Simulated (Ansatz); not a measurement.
Relaxation of a relaxed Te2Mo cell, doubled along one cell vector, shaken by Gaussian noise of σ = 0.08 Å a coordinate; 12 atoms in the cell, which starts as P1 (No. 1), aP12; a = b = 4.4391 Å, c = 14.5763 Å, α = β = γ = 90.00°. Computed with r2SCAN (plane waves to 500 eV, PAW, scalar-relativistic; Ansatz, a quantum-chemistry and plane-wave program). Γ-centred k-mesh 5×5×2 on the run's cell (coarser than for final values), Fermi–Dirac smearing 0.05 eV. This is the first round of the run. 

The optimiser's lines from the output (shortened; P is positive under compression):

```
relax step   1: F+E_penalty+E_count = -75824.01823434 eV  Δ(F+E_penalty+E_count) = +0.000e0 eV  max|allowed force component| = 1.590e0 eV/Å  Δτ_max = 0.0000 Å  P = +1.631 GPa  Ω = 287.239 Å³  (15 SCF iters, dr2 threshold 1.00e-7 eV, accepted)
relax step   2: F+E_penalty+E_count = -75824.71804605 eV  Δ(F+E_penalty+E_count) = -6.998e-1 eV  max|allowed force component| = 1.467e0 eV/Å  Δτ_max = 0.1949 Å  P = +0.402 GPa  Ω = 287.795 Å³  (13 SCF iters, dr2 threshold 1.20e-6 eV, accepted)
relax step   3: F+E_penalty+E_count = -75825.19860110 eV  Δ(F+E_penalty+E_count) = -4.806e-1 eV  max|allowed force component| = 4.543e-1 eV/Å  Δτ_max = 0.2000 Å  P = +0.054 GPa  Ω = 289.265 Å³  (13 SCF iters, dr2 threshold 1.20e-6 eV, accepted)
relax step   4: F+E_penalty+E_count = -75825.59063625 eV  Δ(F+E_penalty+E_count) = -3.920e-1 eV  max|allowed force component| = 3.638e-1 eV/Å  Δτ_max = 0.1886 Å  P = -0.276 GPa  Ω = 294.584 Å³  (12 SCF iters, dr2 threshold 1.20e-6 eV, accepted)
relax step   5: F+E_penalty+E_count = -75825.99502145 eV  Δ(F+E_penalty+E_count) = -4.044e-1 eV  max|allowed force component| = 5.125e-1 eV/Å  Δτ_max = 0.1749 Å  P = +0.008 GPa  Ω = 298.897 Å³  (13 SCF iters, dr2 threshold 1.20e-6 eV, accepted)
relax step   6: F+E_penalty+E_count = -75826.57763506 eV  Δ(F+E_penalty+E_count) = -5.826e-1 eV  max|allowed force component| = 7.775e-1 eV/Å  Δτ_max = 0.1156 Å  P = +0.764 GPa  Ω = 301.545 Å³  (13 SCF iters, dr2 threshold 1.20e-6 eV, accepted)
relax step   7: F+E_penalty+E_count = -75827.26429327 eV  Δ(F+E_penalty+E_count) = -6.867e-1 eV  max|allowed force component| = 8.175e-1 eV/Å  Δτ_max = 0.1205 Å  P = +1.367 GPa  Ω = 302.099 Å³  (8 SCF iters, dr2 threshold 1.20e-6 eV, accepted)
relax step   8: F+E_penalty+E_count = -75828.16992987 eV  Δ(F+E_penalty+E_count) = -9.056e-1 eV  max|allowed force component| = 8.697e-1 eV/Å  Δτ_max = 0.2000 Å  P = +1.688 GPa  Ω = 296.839 Å³  (8 SCF iters, dr2 threshold 1.20e-6 eV, accepted)
relax step   9: F+E_penalty+E_count = -75828.97442748 eV  Δ(F+E_penalty+E_count) = -8.045e-1 eV  max|allowed force component| = 9.710e-1 eV/Å  Δτ_max = 0.1950 Å  P = +1.183 GPa  Ω = 291.154 Å³  (13 SCF iters, dr2 threshold 1.20e-6 eV, accepted)
relax step  10: F+E_penalty+E_count = -75829.59559707 eV  Δ(F+E_penalty+E_count) = -6.212e-1 eV  max|allowed force component| = 1.394e-1 eV/Å  Δτ_max = 0.1578 Å  P = -0.235 GPa  Ω = 291.305 Å³  (12 SCF iters, dr2 threshold 1.20e-6 eV, accepted)
relax step  11: F+E_penalty+E_count = -75829.89850676 eV  Δ(F+E_penalty+E_count) = -3.029e-1 eV  max|allowed force component| = 2.124e-1 eV/Å  Δτ_max = 0.0450 Å  P = -1.992 GPa  Ω = 292.151 Å³  (9 SCF iters, dr2 threshold 1.20e-6 eV, accepted)
relax step  12: F+E_penalty+E_count = -75829.99154686 eV  Δ(F+E_penalty+E_count) = -9.304e-2 eV  max|allowed force component| = 8.796e-2 eV/Å  Δτ_max = 0.0164 Å  P = -0.809 GPa  Ω = 287.653 Å³  (8 SCF iters, dr2 threshold 1.20e-6 eV, accepted)
relax step  13: F+E_penalty+E_count = -75830.01361425 eV  Δ(F+E_penalty+E_count) = -2.207e-2 eV  max|allowed force component| = 3.723e-2 eV/Å  Δτ_max = 0.0197 Å  P = -0.048 GPa  Ω = 284.029 Å³  (8 SCF iters, dr2 threshold 1.20e-6 eV, accepted)
relax step  14: F+E_penalty+E_count = -75830.01453390 eV  Δ(F+E_penalty+E_count) = -9.196e-4 eV  max|allowed force component| = 7.423e-3 eV/Å  Δτ_max = 0.0066 Å  P = -0.008 GPa  Ω = 283.715 Å³  (9 SCF iters, dr2 threshold 8.67e-8 eV, accepted)
relax step  15: F+E_penalty+E_count = -75830.01455839 eV  Δ(F+E_penalty+E_count) = -2.449e-5 eV  max|allowed force component| = 8.750e-4 eV/Å  Δτ_max = 0.0018 Å  P = -0.003 GPa  Ω = 283.715 Å³  (8 SCF iters, dr2 threshold 2.50e-9 eV, accepted)
relax step  16: F+E_penalty+E_count = -75830.08572290 eV  Δ(F+E_penalty+E_count) = -7.116e-2 eV  max|allowed force component| = 1.059e-2 eV/Å  Δτ_max = 0.0000 Å  P = +0.391 GPa  Ω = 283.715 Å³  stress off target by 1.14e0 GPa  SCF on the basis re-selected at this cell (its energy is not comparable with the rows above)  (11 SCF iters)
relax step  17: F+E_penalty+E_count = -75830.09342452 eV  Δ(F+E_penalty+E_count) = -7.702e-3 eV  max|allowed force component| = 2.590e-2 eV/Å  Δτ_max = 0.0052 Å  P = +0.031 GPa  Ω = 284.983 Å³  (7 SCF iters, dr2 threshold 1.20e-6 eV, accepted)
relax step  18: F+E_penalty+E_count = -75830.09366768 eV  Δ(F+E_penalty+E_count) = -2.432e-4 eV  max|allowed force component| = 4.226e-3 eV/Å  Δτ_max = 0.0020 Å  P = -0.015 GPa  Ω = 285.208 Å³  (7 SCF iters, dr2 threshold 4.19e-8 eV, accepted)
relax step  19: F+E_penalty+E_count = -75830.09387694 eV  Δ(F+E_penalty+E_count) = -2.093e-4 eV  max|allowed force component| = 4.247e-3 eV/Å  Δτ_max = 0.0000 Å  P = -0.014 GPa  Ω = 285.208 Å³  stress off target by 1.94e-2 GPa  SCF on the basis re-selected at this cell (its energy is not comparable with the rows above)  (8 SCF iters)
```

From the first to the last row the energy changes by -0.51 eV/atom and the volume by -0.7 %. The last row is marked as not comparable with the walk above it, whose basis was carried along; it does compare with step 1, since both stand on a basis selected at the nominal cutoff for their own cell.

Energy and pressure jump between steps 15 and 16 at one geometry, where the plane-wave basis was selected anew. While the cell walks, the set of plane waves is carried along, so its effective cutoff drifts with the strain; re-selecting it at 500 eV moved the energy by -0.006 eV/atom and the pressure by 0.4 GPa. Only step 1 and rows on a re-selected basis compare with each other.

Later rounds, restarted from the end of this one on a renewed k-mesh, logged 5 more steps and released under 0.01 eV/atom more. The final structure after all rounds: P2₁/m (No. 11), mP6; a = 5.3387 Å, b = 3.7099 Å, c = 7.6029 Å, α = 90.00°, β = 108.75°, γ = 90.00°. Between re-selections the logged energies stand on a plane-wave basis carried along with the cell. No spin polarisation in the result.

Of the parent cell (P4/nmm (No. 129)): it is a generated cell of Te2Mo: the first start was made by a random draw of sites in a space group, and the end was not matched to a known phase here, so it may be hypothetical. Known forms of Te2Mo include space group No. 194.

The first start was generated by a random draw of sites in a space group. A measured structure of Te2Mo has the same space group, P2₁/m (No. 11); the sites were not compared with it. Another known form has space group No. 194.
